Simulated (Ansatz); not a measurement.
Structure: Ga4AsP3, ordered on the wurtzite lattice (Cm) with 8 atoms a cell, at its r2SCAN minimum. It is monoclinic, Cm (No. 8); conventional cell a = 14.452 Å, b = 3.881 Å, c = 6.717 Å, β = 117.7°, 20.85 Å³ an atom. Around P lie 4 Ga at 2.37–2.38 Å; around P lie 4 Ga at 2.35–2.39 Å; around Ga lie 3 P at 2.37 Å and 1 As at 2.42 Å; around Ga lie 4 P at 2.38–2.39 Å; around P lie 4 Ga at 2.36–2.38 Å; around As lie 4 Ga at 2.41–2.44 Å; around Ga lie 2 P at 2.35–2.37 Å and 2 As at 2.41 Å; around Ga lie 3 P at 2.36–2.37 Å and 1 As at 2.44 Å.

4 runs of Ansatz on this cell differ in the functional (and in the settings that go with it). Levels are in eV from each run's valence top; v1 is the last filled band, c1 the first empty one.

Run A, mean stress +0.7 GPa (compression positive):
```
point     v5     v3     v1    c1    c2    c3
    Γ  -1.41  -0.23   0.00  1.93  2.20  2.30
    C  -3.31  -2.75  -2.17  3.08  3.36  3.53
   Y₂  -1.45  -0.97  -0.55  2.09  2.65  2.91
   M₂  -2.13  -1.25  -0.87  2.36  2.60  3.58
    D  -2.82  -2.08  -1.59  2.21  2.26  2.39
    A  -2.13  -1.26  -0.87  2.42  2.48  3.62
```

Run B, mean stress +0.5 GPa (compression positive):
```
point     v5     v3     v1    c1    c2    c3
    Γ  -1.42  -0.22   0.00  2.58  2.85  2.96
    C  -3.37  -2.80  -2.20  3.74  4.03  4.21
   Y₂  -1.48  -0.98  -0.57  2.76  3.31  3.57
   M₂  -2.17  -1.29  -0.90  3.02  3.26  4.26
    D  -2.86  -2.11  -1.61  2.87  2.91  3.04
    A  -2.18  -1.29  -0.89  3.08  3.14  4.29
```

Run C, mean stress +2.5 GPa (compression positive):
```
point     v5     v3     v1    c1    c2    c3
    Γ  -1.30  -0.23   0.00  1.14  1.41  1.50
    C  -3.06  -2.55  -2.03  2.41  2.56  2.76
   Y₂  -1.32  -0.91  -0.51  1.40  1.80  2.05
   M₂  -1.96  -1.15  -0.80  1.61  1.84  2.70
    D  -2.59  -1.94  -1.47  1.50  1.56  1.65
    A  -1.96  -1.15  -0.80  1.66  1.72  2.74
```

Run D, mean stress 0.0 GPa (compression positive):
```
point     v5     v3     v1    c1    c2    c3
    Γ  -1.36  -0.23   0.00  1.51  1.75  1.87
    C  -3.17  -2.64  -2.10  2.65  2.89  3.08
   Y₂  -1.37  -0.94  -0.53  1.66  2.19  2.46
   M₂  -2.04  -1.20  -0.84  1.89  2.14  3.08
    D  -2.71  -2.01  -1.54  1.78  1.83  1.96
    A  -2.04  -1.20  -0.84  1.95  2.02  3.11
```

Question: Match the runs to PBE, r2SCAN, HSE06, PBE0.

Answer: A is HSE06, B is PBE0, C is PBE, D is r2SCAN. In order of the gap: PBE 1.14, r2SCAN 1.51, HSE06 1.93, PBE0 2.58 eV. The stress vanishes for r2SCAN, which relaxed the cell.

Values at 0 K without nuclear motion; spin polarisation is off, and the phase may be a hypothetical one.

Spin-orbit coupling is left out.

The stress of a hybrid is loosely converged in these runs.

The meshes of the hybrids are coarse, so their gaps aren't converged to the digits shown.
